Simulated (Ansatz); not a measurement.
SnC (zinc blende, F-43m), the program Ansatz at the PBEsol level (PAW). The conduction-band minimum lies at Γ, with 1 equivalent valley. Second derivatives d²E/dk² of the lowest band at one valley (eV·Å²), along Cartesian directions:

```json
[
 {"direction": "[100]", "d²E/dk²": "98.15"},
 {"direction": "[010]", "d²E/dk²": "98.15"},
 {"direction": "[001]", "d²E/dk²": "98.15"},
 {"direction": "[110]", "d²E/dk²": "98.04"},
 {"direction": "[101]", "d²E/dk²": "98.04"},
 {"direction": "[011]", "d²E/dk²": "98.04"}
]
```

### Question
Find the principal effective masses, the density-of-states mass and the conductivity mass.

### Answer
Off-diagonal terms follow from H_xy = H[110] − (H_xx + H_yy)/2, and m*/mₑ = 7.620 eV·Å² over each eigenvalue: 0.078, 0.078, 0.078. One valley's DOS mass (m₁m₂m₃)^(1/3) = 0.078, conductivity mass 3/(Σ 1/mᵢ) = 0.078 mₑ.

### Question
What effective density of states Nc follows at 300 K for parabolic valleys?

### Answer
Nc = 2.509e19 × 1 × (0.078)^(3/2) ≈ 5.5e17 cm⁻³.

The start of the workflow was typed in or built on a structure type; neither database checked (COD, Materials Project) lists it. Its standing as an ambient phase is unchecked. The cell was relaxed with PBEsol under the symmetry of its start; its stability against distortions is not shown here. Its formation energy is positive at this level, so the cell may be metastable or incomplete. Scalar-relativistic: spin–orbit coupling is off unless named, which matters more the heavier the elements.

Potentials: the later of the program's two PAW sets.

Edges and masses are those of Kohn–Sham bands, whose gap is no quasiparticle gap.
